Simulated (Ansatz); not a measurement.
MgTe (CsCl type, space group No. 221) at seven volumes, the program Ansatz at the PBEsol level (PAW), scaled uniformly. One row is withheld.

```
V (Å³/atom)  P (GPa)
-----------  -------
22.454          5.61
23.194          3.45
23.935             ?
24.675          0.00
25.415         -1.42
26.155         -2.61
26.896         -3.62
```

### Question
Fit the shown pressures and predict the withheld one.

### Answer
P = (3/2)B₀(x^(7/2) − x^(5/2))[1 + (3/4)(B′ − 4)(x − 1)] with x = (V₀/V)^(2/3). Least squares on the six rows gives V₀ = 24.666 Å³/atom, B₀ = 49.7 GPa, B′ = 3.92. At V = 23.935, x = 1.0203 and P = 1.59 GPa. The run itself gave 1.62 GPa.

Space group Pm-3m (CsCl type). A made-up cell: these elements were put on the sites of a structure type; neither database checked (COD, Materials Project) lists it. COD files the formula under space group No. 186, so this cell is another polymorph or a model. Its standing as an ambient phase is unchecked. Symmetry was held in the PBEsol relaxation. At this level the phase is dynamically unstable (imaginary phonons). Scalar-relativistic: spin–orbit coupling is off unless named, which matters more the heavier the elements.

Potentials: the later of the program's two PAW sets.
